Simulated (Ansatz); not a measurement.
La2O3:
```xyz
5
Lattice="3.9062 0.0000 0.0000 -1.9531 3.3829 0.0000 0.0000 0.0000 6.0409" Properties=species:S:1:pos:R:3 pbc="T T T"
La     1.9531     1.1276     4.5586
La     0.0000     2.2553     1.4823
O      1.9531     1.1276     2.1384
O      0.0000     2.2553     3.9025
O      0.0000     0.0000     0.0000
```

The program Ansatz at the PBEsol level (PAW) gives a gap of 3.77 eV without spin–orbit coupling, maximum on the H–A line, 24 % of the way from H, minimum at K.

**Question.** What happens when spin–orbit coupling is switched on?

**Answer.** The gap decreases by 0.01 eV, to 3.76 eV; maximum on the H–A line, 23 % of the way from H, minimum at K.

**Question.** Give the electron effective mass with spin–orbit coupling.

**Answer.** 1.3 mₑ (isotropic).

**Question.** Give the hole effective mass with spin–orbit coupling.

**Answer.** 1.1, 1.3, 4.2 mₑ (principal values).

Space group P-3m1 (La2O3 or Ni2Al3 type). Symmetry was held in the PBEsol relaxation.

Potentials: the earlier of the program's two PAW sets. The files were generated under PBE; for other functionals the program regenerates the frozen cores, and for LDA and PBEsol the local potential too.
